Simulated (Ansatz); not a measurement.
# Sensitivity of the gradients in Si3N4 to the input

This input was run with Ansatz:

```yaml
crystal:
  lattice:
    - [7.6044, 0.0, 0.0]
    - [-3.8022, 6.5856035805, 0.0]
    - [0.0, 0.0, 2.9063]
  atoms:
    - { symbol: Si, position: [0.768473, 0.174555, 0.25] }
    - { symbol: Si, position: [0.593918, 0.768473, 0.75] }
    - { symbol: Si, position: [0.825445, 0.593918, 0.25] }
    - { symbol: Si, position: [0.231527, 0.825445, 0.75] }
    - { symbol: Si, position: [0.406082, 0.231527, 0.25] }
    - { symbol: Si, position: [0.174555, 0.406082, 0.75] }
    - { symbol: "N", position: [0.03055, 0.33028, 0.25] }
    - { symbol: "N", position: [0.70027, 0.03055, 0.75] }
    - { symbol: "N", position: [0.66972, 0.70027, 0.25] }
    - { symbol: "N", position: [0.96945, 0.66972, 0.75] }
    - { symbol: "N", position: [0.29973, 0.96945, 0.25] }
    - { symbol: "N", position: [0.33028, 0.29973, 0.75] }
    - { symbol: "N", position: [0.6666666667, 0.3333333333, 0.25] }
    - { symbol: "N", position: [0.3333333333, 0.6666666667, 0.75] }
kpoints:
  mp_grid: { grid: [4, 4, 10] }
scf:
  occupations: { method: gaussian, width: 1.0 }
  max_iter: 50
hamiltonian:
  xc: pbe
  pseudopotentials: { kind: paw, frozen_core: stored }
output:
  forces: true
  stress: true
  populations: true
  efg: { quadrupole_moments_barn: { "N": 0.02044 } }
```

```sh
ansatz run input.yaml --threads 1 --pin off --max-ram 3072MiB --backend cpu --events-out ev --progress --plain --runs-dir out
```

It converged. Of its output the block on the nuclei alone is shown, without the SCF iterations, energies, forces and stress (one atom of each set):

```
--- PAW observables at the nuclei: V_zz in 10²¹ V/m², potentials from the cell's mean, atoms counted from 1 ---
  atom   1  Si V_zz =    +0.907082   η = 0.2477   by run symmetry: allowed
            electrostatic potential = -1359.918214 V   contact ρ = none
  atom   7  N  V_zz =    -5.139026   η = 0.0662   by run symmetry: allowed   C_q = -2.5399 MHz
            electrostatic potential = -516.058059 V   contact ρ = none
  atom  13  N  V_zz =    -5.109764   η = 0.0000   by run symmetry: allowed   C_q = -2.5254 MHz
            electrostatic potential = -516.471008 V   contact ρ = none
```

(1) Can these gradients be trusted, and how do they compare with a run on standard settings?

Results:

(1) They agree with the standard run. Against the standard input the change is `scf.occupations`: {method: fermi_dirac, width: 0.02} → {method: gaussian, width: 1.0}; `scf.max_iter`: not typed → 50. A site carries the number of its first atom; V_zz in 10²¹ V/m².

```tsv
site	V_zz standard	η standard	V_zz here	η here
Si	0.91	0.25	0.91	0.25
N7	-5.14	0.07	-5.14	0.07
N13	-5.11	0.00	-5.11	0.00
```

All printed values agree. SCF iterations: 6 and 7. The changed input holds a smearing of electronvolts, which doesn't reach the result here.

On the reference run: At this cell the PBE pressure is 6 GPa, so with PBE the cell would grow if it were relaxed.
